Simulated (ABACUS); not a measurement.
A self-consistent single point of TiSi2 (Fddd, 6 atoms in the cell; from Materials Project mp-2582, changed as shown) with ABACUS.

All values come from this method and carry its errors: PBE, PseudoDojo 0.5 standard norm-conserving PBE (tails mended) pseudopotentials (plane waves; ABACUS).

The change in words: volume scaled by 0.94. Reference geometry (Fddd):
```
TiSi2
1.0
    0.00000     4.11752     4.26290
    2.38951     0.00000     4.26290
    2.38951     4.11752     0.00000
Ti Si
2 4
Cartesian
  2.38951   4.11752   4.26290
  3.58427   6.17627   6.39435
  2.38951   6.89626   4.26290
  2.38951   1.33877   4.26290
  1.19476   3.39753   2.13145
  1.19476   0.71999   2.13145
```

Reference input (self-consistent single point, DFT, PBE, plane waves, PseudoDojo 0.5 standard norm-conserving PBE (tails mended) pseudopotentials): KPT = MP 5 5 5 0 0 0; basis_type = pw; ecutwfc = 84 Ry; smearing_method = fd; smearing_sigma = 0.00999582 Ry; potentials = PseudoDojo 0.5 standard norm-conserving PBE (tails mended); symmetry = 1; symmetry_prec = 1e-05; ks_solver = cg; scf_nmax = 100; scf_thr = 1.0e-09 Ry; mixing_type = pulay. This run's input differs from it in these lines:

```diff
@@ -26,5 +26,5 @@
 LATTICE_VECTORS
-   0.0000000000    7.7809756640    8.0557134967
-   4.5155194721    0.0000000000    8.0557134967
-   4.5155194721    7.7809756640    0.0000000000
+   0.0000000000    7.6221347346    7.8912638601
+   4.4233405214    0.0000000000    7.8912638601
+   4.4233405214    7.6221347346    0.0000000000
 
@@ -36,4 +36,4 @@
 2
-   4.5155194721    7.7809756640    8.0557134967 1 1 1
-   6.7732792081   11.6714634961   12.0835702450 1 1 1
+   4.4233405214    7.6221347346    7.8912638601 1 1 1
+   6.6350107821   11.4332021019   11.8368957902 1 1 1
 
@@ -42,6 +42,6 @@
 4
-   4.5155194721   13.0320449007    8.0557134967 1 1 1
-   4.5155194721    2.5299064274    8.0557134967 1 1 1
-   2.2577597360    6.4203942594    4.0278567483 1 1 1
-   2.2577597360    1.3605814046    4.0278567483 1 1 1
+   4.4233405214   12.7660085816    7.8912638601 1 1 1
+   4.4233405214    2.4782608876    7.8912638601 1 1 1
+   2.2116702607    6.2893282549    3.9456319301 1 1 1
+   2.2116702607    1.3328064797    3.9456319301 1 1 1
 # file: KPT
```

Output, abridged:

```
 SELF-CONSISTENT
 -------------------------------------------
                                 init_chg = atomic

 PW ALGORITHM --------------- ION=   1  ELEC=   1--------------------------------
 Notice: Threshold on eigenvalues was too large.

 Density error is 0.0848741536256
                          Error Threshold = 0.000404844374531
 E_KohnSham     -271.4868523497      -3693.7681240401
 E_Fermi        1.0030734344         13.6475142201

 PW ALGORITHM --------------- ION=   1  ELEC=   2--------------------------------

 Density error is 0.0280609892908
                          Error Threshold = 0.000212185384064
   [... lines left out ...]

 Density error is 2.65294691953e-07
                          Error Threshold = 2.58743546371e-09
 E_KohnSham     -271.5048797762      -3694.0133997611
 E_Fermi        0.9957654929         13.5480845748

 PW ALGORITHM --------------- ION=   1  ELEC=  11--------------------------------

 Density error is 5.60595432699e-10
                          Error Threshold = 6.63236729883e-10
 E_KohnSham     -271.5048798596      -3694.0134008953
 E_KS(sigma->0) -271.4999534641      -3693.9463738462
 E_entropy(-TS) -0.0098527910        -0.1340540982
 E_Fermi        0.9957372080         13.5476997388
 charge density convergence is achieved
 final etot is -3694.0134009 eV
 EFERMI = 13.547699739 eV

 STATE ENERGY(eV) AND OCCUPATIONS    NSPIN == 1
   [... 27 lines left out ...]

 TOTAL-FORCE (eV/Angstrom)
                       Ti1         0.0000000000         0.0000000000         0.0000000000
                       Ti2         0.0000000000         0.0000000000         0.0000000000
                       Si1         0.0000000000        -0.0114538625         0.0000000000
                       Si2         0.0000000000         0.0114538625         0.0000000000
                       Si3         0.0000000000         0.0114538625         0.0000000000
                       Si4         0.0000000000        -0.0114538625         0.0000000000

 TOTAL-STRESS (KBAR)
       123.6850422624        -0.0000000000        -0.0000000000
        -0.0000000000        99.4289976144         0.0000000000
         0.0000000000        -0.0000000000       164.4185477014
 TOTAL-PRESSURE: 129.177529 KBAR

 --------------------------------------------
 !FINAL_ETOT_IS -3694.0134008953336888 eV
 --------------------------------------------
```

The run converged in 11 iterations. Against the reference run the free energy goes up by 38.2 meV/atom, the pressure goes from 2.20 to 12.92 GPa and the largest force goes from 0.028 to 0.011 eV/Å.

The structure comes from a collection of computed structures, made at another level of theory; the collection holds predicted forms beside known ones. No clean gap shows at this smearing width and mesh (spacing up to 0.34 Å⁻¹); the mesh is coarse for partly filled bands, so the values carry mesh errors.

Cost on one core: very roughly 9 core-minutes.

“Tails mended”: in these copies of the files the far tail of each local potential was reset to the Coulomb form.
